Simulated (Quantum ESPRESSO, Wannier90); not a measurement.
Tight-binding from DFT: InGaAs2 (P-4m2)

Cell from Materials Project (mp-1223781), symmetrised, no further relaxation. Not found in the COD (Crystallography Open Database) copy used; not checked further. Computed values, not measurements, from LDA: Quantum ESPRESSO (norm-conserving PseudoDojo potentials, cutoff 64 Ry, no spin polarisation, no spin-orbit coupling) on a Γ-centred 8×8×6 mesh, then Wannier90. Density: 8×8×6 mesh, cold smearing 0.01 Ry. Spin-orbit coupling is left out although heavy elements are present.

```
begin unit_cell_cart
ang
    4.2250000000    0.0000000000    0.0000000000
    0.0000000000    4.2250000000    0.0000000000
    0.0000000000    0.0000000000    5.9621500000
end unit_cell_cart
mp_grid = 8 8 6
```

Q: Which shells of neighbouring k-points and which b-vectors and weights does Wannier90 pick for this cell and mesh?

A: 
```
 *---------------------------------- K-MESH ----------------------------------*
 +----------------------------------------------------------------------------+
 |                    Distance to Nearest-Neighbour Shells                    |
 |                    ------------------------------------                    |
 |          Shell             Distance (Ang^-1)          Multiplicity         |
 |          -----             -----------------          ------------         |
 |             1                   0.175641                      2            |
 |             2                   0.185893                      4            |
 |             3                   0.255746                      8            |
 |             4                   0.262892                      4            |
 |             5                   0.316168                      8            |
 |             6                   0.351282                      2            |
 |             7                   0.371786                      4            |
 |             8                   0.397436                      8            |
       ... (lines left out)
 +----------------------------------------------------------------------------+
 | The b-vectors are chosen automatically                                     |
 | The following shells are used:                       1,  2                 |
 +----------------------------------------------------------------------------+
 |                        Shell   # Nearest-Neighbours                        |
 |                        -----   --------------------                        |
 |                          1               2                                 |
 |                          2               4                                 |
 +----------------------------------------------------------------------------+
 | Completeness relation is fully satisfied [Eq. (B1), PRB 56, 12847 (1997)]  |
 +----------------------------------------------------------------------------+
 |                  b_k Vectors (Ang^-1) and Weights (Ang^2)                  |
 |                  ----------------------------------------                  |
 |            No.         b_k(x)      b_k(y)      b_k(z)        w_b           |
 |            ---        --------------------------------     --------        |
 |             1         0.000000    0.000000    0.175641    16.207595        |
 |             2         0.000000    0.000000   -0.175641    16.207595        |
 |             3         0.000000    0.185893    0.000000    14.469172        |
 |             4         0.185893    0.000000    0.000000    14.469172        |
 |             5         0.000000   -0.185893    0.000000    14.469172        |
 |             6        -0.185893    0.000000    0.000000    14.469172        |
```
